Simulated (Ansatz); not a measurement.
**Calculated with Ansatz: Lu2Pd2Pb, vacancy hop by nudged elastic band**

Launch command:

```bash
ansatz run input.yaml --threads 4 --pin off --max-ram 8192MiB --backend cpu --events-out ev --progress --plain --runs-dir out
```

The input file (Ansatz 0.2.0, plane waves):

```yaml
crystal:
  lattice:
    - [7.5970045, 0.0, 0.0]
    - [0.0, 7.5970045, 0.0]
    - [0.0, 0.0, 7.03095706]
  atoms:
    - { symbol: Pd, position: [0.36859989, 0.86943263, 0.00079356] }
    - { symbol: Pd, position: [0.12551512, 0.37574304, 0.00035826] }
    - { symbol: Pd, position: [0.62759072, 0.12600947, -0.00428062] }
    - { symbol: Pd, position: [0.87543935, 0.62829521, -0.0010499] }
    - { symbol: Lu, position: [0.1657013, 0.66600982, 0.25432214] }
    - { symbol: Lu, position: [0.32924823, 0.16421827, 0.25164466] }
    - { symbol: Lu, position: [0.83309465, 0.33458037, 0.25089037] }
    - { symbol: Lu, position: [0.67244177, 0.83182291, 0.25373517] }
    - { symbol: Pb, position: [-0.0016237, 0.00068257, -0.00066499] }
    - { symbol: Pb, position: [0.49670812, 0.49975552, 0.00212096] }
    - { symbol: Pd, position: [0.37307769, 0.86550912, 0.50287678] }
    - { symbol: Pd, position: [0.12914397, 0.3745987, 0.49996529] }
    - { symbol: Pd, position: [0.62856938, 0.13069679, 0.50353714] }
    - { symbol: Pd, position: [0.87339412, 0.62672094, 0.50253064] }
    - { symbol: Lu, position: [0.17380277, 0.66556496, 0.75167246] }
    - { symbol: Lu, position: [0.33363376, 0.16782721, 0.75376737] }
    - { symbol: Lu, position: [0.83160044, 0.33136727, 0.75036255] }
    - { symbol: Lu, position: [0.66859492, 0.8330248, 0.74807435] }
    - { symbol: Pb, position: [0.49665605, 0.49888955, 0.50350644] }
kpoints:
  mp_grid: { grid: [2, 2, 2] }
magnetization:
  spin_polarized: false
scf:
  occupations: { method: gaussian, width: 0.1 }
hamiltonian:
  pseudopotentials: { kind: paw }
  xc: pbesol
basis:
  ecutwfc: 420
neb:
  images: 5
  relax_end_points: true
  climbing: true
  f_tol: 0.05
  max_iterations: 40
  order_check: false
  final_atoms:
    - { symbol: Pd, position: [0.36859989, 0.86943263, 0.00079356] }
    - { symbol: Pd, position: [0.12551512, 0.37574304, 0.00035826] }
    - { symbol: Pd, position: [0.62759072, 0.12600947, -0.00428062] }
    - { symbol: Pd, position: [0.87543935, 0.62829521, -0.0010499] }
    - { symbol: Lu, position: [0.1657013, 0.66600982, 0.25432214] }
    - { symbol: Lu, position: [0.32924823, 0.16421827, 0.25164466] }
    - { symbol: Lu, position: [0.83309465, 0.33458037, 0.25089037] }
    - { symbol: Lu, position: [0.67244177, 0.83182291, 0.25373517] }
    - { symbol: Pb, position: [0.00086256, 0.00439173, -0.49999288] }
    - { symbol: Pb, position: [0.49670812, 0.49975552, 0.00212096] }
    - { symbol: Pd, position: [0.37307769, 0.86550912, 0.50287678] }
    - { symbol: Pd, position: [0.12914397, 0.3745987, 0.49996529] }
    - { symbol: Pd, position: [0.62856938, 0.13069679, 0.50353714] }
    - { symbol: Pd, position: [0.87339412, 0.62672094, 0.50253064] }
    - { symbol: Lu, position: [0.17380277, 0.66556496, 0.75167246] }
    - { symbol: Lu, position: [0.33363376, 0.16782721, 0.75376737] }
    - { symbol: Lu, position: [0.83160044, 0.33136727, 0.75036255] }
    - { symbol: Lu, position: [0.66859492, 0.8330248, 0.74807435] }
    - { symbol: Pb, position: [0.49665605, 0.49888955, 0.50350644] }
```

Origin of the cell: a database entry, scaled a little.

The cell is 1×1×2 cells of Lu2Pd2Pb with one Pb taken out; atom 9 (Pb) hops into the empty site, 3.51 Å away before the end points are relaxed. All atoms were shaken by about 0.02 Å first.

Output (shortened):

```
SCF iter   1: F=—  HF=-207423.680174 eV  Δρ=8.50e-3  dr2=7.24e-1  defer=18
SCF iter   2: F=—  HF=-207423.632704 eV  Δρ=1.09e-2  dr2=5.60e-1  defer=235
SCF iter   3: F=—  HF=-207423.528235 eV  Δρ=2.29e-3  dr2=7.18e-2  defer=235
[… 6 lines left out …]
SCF iter  10: F=—  HF=-207423.516857 eV  Δρ=1.29e-5  dr2=1.16e-6  defer=219
SCF iter  11: F=—  HF=-207423.516857 eV  Δρ=8.01e-6  dr2=3.62e-7  defer=219
SCF iter  12: F=-207423.516857 eV  HF=-207423.516857 eV  Δρ=3.52e-6  dr2=6.51e-8
NEB iter   1: max|band force component| = 8.667e-1 eV/Å  barrier→ = 1.0209 eV  barrier← = 1.0209 eV  Δτ_max = 0.1986 Å  (80 SCF iters)
NEB iter   2: max|band force component| = 5.669e-1 eV/Å  barrier→ = 0.7979 eV  barrier← = 0.7979 eV  Δτ_max = 0.0677 Å  (53 SCF iters)
NEB iter   3: max|band force component| = 1.583e-1 eV/Å  barrier→ = 0.6817 eV  barrier← = 0.6817 eV  CI = image 3  Δτ_max = 0.0529 Å  (48 SCF iters)
NEB iter   4: max|band force component| = 7.720e-2 eV/Å  barrier→ = 0.6524 eV  barrier← = 0.6524 eV  CI = image 3  Δτ_max = 0.0873 Å  (48 SCF iters)
NEB iter   5: max|band force component| = 8.618e-2 eV/Å  barrier→ = 0.6398 eV  barrier← = 0.6398 eV  CI = image 3  Δτ_max = 0.0382 Å  (50 SCF iters)
NEB iter   6: max|band force component| = 5.782e-2 eV/Å  barrier→ = 0.6323 eV  barrier← = 0.6323 eV  CI = image 3  Δτ_max = 0.0441 Å  (45 SCF iters)
NEB iter   7: max|band force component| = 3.753e-2 eV/Å  barrier→ = 0.6295 eV  barrier← = 0.6294 eV  CI = image 3  Δτ_max = 0.0000 Å  (45 SCF iters)
--- NEB band (7 images, 7 band iterations, 369 SCF iterations, 164 more in tests of the images' electronic states and relaxations of end points) ---
  forward barrier  = 0.629454 eV
  backward barrier = 0.629424 eV
  lagrangian_above_aufbau_ev (what the smearing adds, to first order; not taken off the barriers): saddle image -0.011788 eV, end points -0.025890 and -0.025944 eV
  climbing image's point = of an order that was not read
  energies are F+E_penalty+E_count in eV, relative to image 0
  image     s (Å)  Δ vs image 0  max|band force component| (eV/Å)
      0    0.0000      0.000000                                 —
      1    0.6566      0.117541                          3.643e-2
      2    1.3125      0.421977                          3.057e-2
  *   3    1.9683      0.629454                          3.753e-2
      4    2.6226      0.422773                          3.035e-2
      5    3.2770      0.118705                          3.507e-2
      6    3.9316      0.000030                                 —
```

The converged band:

```
image  path over all atoms (Å)  ΔF (eV)  Pb x     y  z (Å)
    0                     0.00    0.000  0.00  0.00   0.01
    1                     0.66    0.118  0.00  0.00  -0.48
    2                     1.31    0.422  0.00  0.00  -1.10
    3                     1.97    0.629  0.00  0.00  -1.75
    4                     2.62    0.423  0.00  0.00  -2.40
    5                     3.28    0.119  0.00  0.00  -3.01
    6                     3.93    0.000  0.00  0.00  -3.50
```

Highest image (3), forces in eV/Å:

```xyz
19
Lattice="7.597 0.000 0.000 0.000 7.597 0.000 0.000 0.000 7.031" Properties=species:S:1:pos:R:3:forces:R:3 pbc="T T T" image=3
Pd    2.646    6.729   -0.038   -0.008   -0.004    0.001
Pd    0.863    2.639   -0.035    0.010   -0.004    0.013
Pd    4.953    0.862   -0.038    0.008    0.004    0.001
Pd    6.736    4.952   -0.036   -0.010    0.003    0.014
Lu    1.326    4.929    1.766    0.015   -0.004    0.002
Lu    2.666    1.316    1.767   -0.009    0.038    0.000
Lu    6.273    2.662    1.767   -0.015    0.004   -0.002
Lu    4.933    6.275    1.767    0.009   -0.038    0.000
Pb    0.001   -0.003   -1.749    0.000    0.000    0.000
Pb    3.800    3.795    0.062    0.000    0.000   -0.002
Pd    2.646    6.729    3.572   -0.008   -0.004   -0.001
Pd    0.863    2.639    3.569    0.010   -0.003   -0.013
Pd    4.953    0.862    3.572    0.008    0.004   -0.001
Pd    6.736    4.952    3.569   -0.010    0.004   -0.013
Lu    1.428    4.789    5.283    0.030    0.010   -0.002
Lu    2.802    1.427    5.282    0.005    0.004    0.000
Lu    6.171    2.802    5.282   -0.030   -0.010    0.002
Lu    4.797    6.164    5.282   -0.005   -0.004    0.000
Pb    3.799    3.796    3.472    0.000    0.000    0.002
```

Barrier of this path: 0.63 eV forwards, 0.63 eV backwards, after 7 band iterations.

Caveats: no spin-orbit coupling, though heavy elements are present; the k mesh is coarse if the cell is a metal; a small cell with a neutral vacancy and no spin, whose shape can make like sites unlike; the cell is held at a rescaled volume, and strain moves barriers; the hop was drawn among near neighbours and need not be the easiest path; few images and a loose tolerance, and neither the top nor the ends were tested for their order.

It ran for 18 min on 4 threads of Intel(R) Xeon(R) Platinum 8259CL CPU @ 2.50GHz (Skylake/Cascade Lake) (shared host), peak memory 4.2 GiB, from the program's own first density.
